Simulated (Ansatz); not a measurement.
Consider the following.

Si3Ge:
```cif
data_GeSi3
_chemical_formula_sum 'Si3 Ge1'
_space_group_name_H-M_alt 'P 1'
_space_group_IT_number 1
_cell_length_a 3.88587
_cell_length_b 3.88587
_cell_length_c 5.48828
_cell_angle_alpha 90.000
_cell_angle_beta 90.000
_cell_angle_gamma 90.000
loop_
_space_group_symop_operation_xyz
  'x, y, z'
loop_
_atom_site_label
_atom_site_type_symbol
_atom_site_fract_x
_atom_site_fract_y
_atom_site_fract_z
_atom_site_occupancy
Si1 Si 0.50000 0.00000 0.75485 1
Si2 Si 0.00000 0.00000 0.00000 1
Si3 Si 0.00000 0.50000 0.24515 1
Ge1 Ge 0.50000 0.50000 0.50000 1
```

This is the r²SCAN-relaxed structure.

**Question.** All from DFT-r²SCAN in the program Ansatz with PAW potentials, unless another level is named. Give the hole effective mass with spin–orbit coupling.

**Answer.** 0.17, 0.19, 0.24 mₑ (principal values).

**Question.** Next, the smallest direct gap on the standard path?

**Answer.** 0.85 eV.

**Question.** And the gap with spin–orbit coupling?

**Answer.** 0.53 eV.

**Question.** And the band gap?

**Answer.** 0.56 eV (indirect).

**Question.** Next, the weight of the conduction-edge state by species (Voronoi cells)?

**Answer.** Si 83 %, Ge 17 %.

Space group P-4m2. The start of the workflow was typed in or built on a structure type; neither database checked (COD, Materials Project) lists it. Whether it is the stable phase at ambient conditions was not checked. The r²SCAN relaxation kept the symmetry of its start; its stability against distortions is not shown here. Scalar-relativistic: spin–orbit coupling is off unless named, which matters more the heavier the elements.

Potentials: the earlier of the program's two PAW sets.
